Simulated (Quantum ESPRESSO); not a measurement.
Inputs of pw.x and gipaw.x (a modified build of Quantum ESPRESSO, PBE) for AlP; the starting potential comes from an earlier run on another mesh:

```
&CONTROL
  calculation = 'scf'
  prefix = 'x'
  pseudo_dir = './pseudo'
  outdir = './out'
  tprnfor = .true.
/
&SYSTEM
  ibrav = 0
  nat = 2
  ntyp = 2
  ecutwfc = 40
  ecutrho = 160
  occupations = 'fixed'
  nbnd = 4
/
&ELECTRONS
  conv_thr = 1e-11
  startingpot = 'file'
/
ATOMIC_SPECIES
Al 26.982 Al.GGA_PBE-JTH.UPF
P 30.974 P.GGA_PBE-JTH.UPF
CELL_PARAMETERS angstrom
    0.000000000000     2.725500000000     2.725500000000
    2.725500000000     0.000000000000     2.725500000000
    2.725500000000     2.725500000000     0.000000000000
ATOMIC_POSITIONS crystal
Al     0.000000000000     0.000000000000     0.000000000000
P      0.250000000000     0.250000000000     0.250000000000
K_POINTS automatic
8 8 8 1 1 1
```

```
&INPUTGIPAW
  job = 'nmr'
  prefix = 'x'
  tmp_dir = './out/'
  restart_mode = 'from_scratch'
  pawproj(1) = .true.
  pawproj(2) = .true.
  use_nmr_macroscopic_shape = .false.
/
```

The cell was made here from an entry of the Crystallography Open Database (unchecked): atoms relaxed with PBE in the measured cell (PBE without dispersion, pw.x of Quantum ESPRESSO, symmetry kept).  Stability against distortions was not tested.

Q: What does gipaw.x print for the total shieldings?

A: 
```
     f-sum rule (should be    -8.2306):
            -8.2302          0.0000          0.0000
             0.0000         -8.2302          0.0000
             0.0000          0.0000         -8.2302

     Total NMR chemical shifts in ppm: ---------------------------------------
     (adopting the Simpson convention for anisotropy and asymmetry)-----------

     Atom  1  Al  pos: (  0.000000  0.000000  0.000000)  Total sigma:         414.90
           414.9010         -0.0000          0.0000
            -0.0000        414.9010         -0.0000
            -0.0000         -0.0000        414.9010

     Al      1    anisotropy:      0.00    eta:    0.0000
     Al      1    sigma_11=    414.90
     Al      1    sigma_22=    414.90
     Al      1    sigma_33=    414.90

     Atom  2  P   pos: (  0.353553  0.353553  0.353553)  Total sigma:         477.61
           477.6063         -0.0000         -0.0000
            -0.0000        477.6063          0.0000
            -0.0000          0.0000        477.6063

     P       2    anisotropy:      0.00    eta:    0.0000
     P       2    sigma_11=    477.61
     P       2    sigma_22=    477.61
     P       2    sigma_33=    477.61
```
The printed anisotropy is 3/2 (σ_33 − σ_iso) in the program's own order; the axes are left out here. All sites are cubic, so the anisotropy vanishes by symmetry. Shieldings are absolute and leave out the bulk-susceptibility term; a larger σ means a smaller chemical shift. By our sweeps, such settings leave a few ppm in absolute σ. No d partial waves on Al, P: the paramagnetic term there is incompletely reconstructed.
